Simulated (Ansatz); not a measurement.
# TiAl$_{4}$Ni$_{3}$: relaxed-ion elastic tensor

These are results of Ansatz, DFT PBE, scalar-relativistic, plane waves, PAW, not measurements. Plane waves to 420 eV; Γ-centred k mesh 14×14×4; Fermi-Dirac smearing of 0.15 eV. No spin polarisation.

Relaxed structure:
```
CELL_PARAMETERS angstrom
2.87574 0.00000 0.00000
0.00000 2.87574 0.00000
0.00000 0.00000 12.72238
ATOMIC_POSITIONS crystal
Ti 0.50000 0.50000 0.00000
Al 0.00000 0.00000 0.84430
Al 0.00000 0.00000 0.15570
Al 0.00000 0.00000 0.38526
Al 0.00000 0.00000 0.61474
Ni 0.50000 0.50000 0.27107
Ni 0.50000 0.50000 0.50000
Ni 0.50000 0.50000 0.72893
```

It was reached by relaxing an invented guess, and it needn't be the stable form of this composition. In a metal, frequencies and elastic constants depend on the k mesh and the smearing, soft modes and shear constants most.

Question: Give the relaxed-ion elastic constants (GPa, Voigt order xx yy zz yz xz xy, on the Cartesian axes of the cell above).

Answer:
```
199.0 108.1 120.4   0.0   0.0   0.0
108.1 199.0 120.4   0.0   0.0   0.0
120.4 120.4 180.2   0.0   0.0   0.0
  0.0   0.0   0.0 115.8   0.0   0.0
  0.0   0.0   0.0   0.0 115.8   0.0
  0.0   0.0   0.0   0.0   0.0  96.7
```

Question: Is the crystal stable against homogeneous strain?

Answer: Yes: the least eigenvalue of the tensor is 61.9 GPa.

Question: And the moduli of a polycrystal (Hill averages)?

Answer: B = 142 GPa, G = 71 GPa, E = 183 GPa, ν = 0.29.
